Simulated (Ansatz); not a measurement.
ZrTa:
```
ZrTa
1.0
    1.47770    -5.72825     0.00000
    1.47770     5.72825     0.00000
    0.00000     0.00000     4.90425
Zr Ta
2 2
Direct
  0.67860   0.32140   0.25000
  0.32140   0.67860   0.75000
  0.93542   0.06458   0.25000
  0.06458   0.93542   0.75000
```

Relaxed with PBE.

Question: Which orbitals make up the states near the Fermi level in PBE (plane waves, PAW; program Ansatz)?

Answer: Within 0.5 eV of the Fermi level: Zr 4d 48 %, Ta 5d 41 %. Projections are on Löwdin-orthogonalised atomic valence shells; empty p or d shells of many metals are not among them.

Question: Tabulate the density of states.

Answer: States/eV per cell of 4 atoms, in 0.25 eV bins, energy from the Fermi level.

| E (eV) | total | Ta 5d | Zr 4d | Ta 6s |
|---|---|---|---|---|
| -7.10 | 0.00 | 0.00 | 0.00 | 0.00 |
| -6.85 | 0.06 | 0.00 | 0.00 | 0.03 |
| -6.60 | 0.18 | 0.00 | 0.00 | 0.09 |
| -6.35 | 0.26 | 0.00 | 0.00 | 0.14 |
| -6.10 | 0.34 | 0.01 | 0.01 | 0.19 |
| -5.85 | 0.45 | 0.01 | 0.01 | 0.26 |
| -5.60 | 0.51 | 0.02 | 0.02 | 0.30 |
| -5.35 | 0.55 | 0.02 | 0.03 | 0.32 |
| -5.10 | 0.60 | 0.03 | 0.04 | 0.34 |
| -4.85 | 0.63 | 0.05 | 0.06 | 0.35 |
| -4.60 | 0.78 | 0.08 | 0.09 | 0.39 |
| -4.35 | 1.03 | 0.14 | 0.15 | 0.47 |
| -4.10 | 1.39 | 0.25 | 0.25 | 0.58 |
| -3.85 | 1.72 | 0.37 | 0.44 | 0.61 |
| -3.60 | 2.28 | 0.65 | 0.72 | 0.60 |
| -3.35 | 3.30 | 1.36 | 0.97 | 0.36 |
| -3.10 | 3.24 | 1.45 | 0.94 | 0.27 |
| -2.85 | 3.35 | 1.60 | 1.02 | 0.19 |
| -2.60 | 5.38 | 2.77 | 1.78 | 0.25 |
| -2.35 | 4.61 | 2.40 | 1.63 | 0.16 |
| -2.10 | 3.47 | 1.71 | 1.41 | 0.07 |
| -1.85 | 4.43 | 2.19 | 1.94 | 0.07 |
| -1.60 | 5.58 | 2.90 | 2.31 | 0.09 |
| -1.35 | 4.11 | 2.31 | 1.47 | 0.07 |
| -1.10 | 5.55 | 3.05 | 1.93 | 0.09 |
| -0.85 | 5.02 | 2.79 | 1.68 | 0.09 |
| -0.60 | 4.83 | 2.66 | 1.69 | 0.10 |
| -0.35 | 4.02 | 1.76 | 1.84 | 0.13 |
| -0.10 | 4.86 | 1.86 | 2.44 | 0.19 |
| 0.15 | 3.71 | 1.45 | 1.83 | 0.13 |
| 0.40 | 6.68 | 2.70 | 3.27 | 0.18 |
| 0.65 | 6.52 | 2.62 | 3.11 | 0.16 |
| 0.90 | 4.40 | 1.83 | 2.00 | 0.09 |
| 1.15 | 4.95 | 2.05 | 2.21 | 0.13 |
| 1.40 | 5.35 | 2.53 | 2.17 | 0.10 |
| 1.65 | 4.28 | 2.02 | 1.77 | 0.08 |
| 1.90 | 3.59 | 1.64 | 1.61 | 0.05 |
| 2.15 | 3.23 | 1.38 | 1.59 | 0.04 |

Space group Cmcm. The start of the workflow was typed in or built on a structure type; neither database checked (COD, Materials Project) lists it. Its standing as an ambient phase is unchecked. The PBE relaxation kept the symmetry of its start; its stability against distortions is not shown here. No spin polarisation was allowed. Its formation energy is positive at this level, so the cell may be metastable or incomplete. Scalar-relativistic: spin–orbit coupling is off unless named, which matters more the heavier the elements.

Potentials: the earlier of the program's two PAW sets.
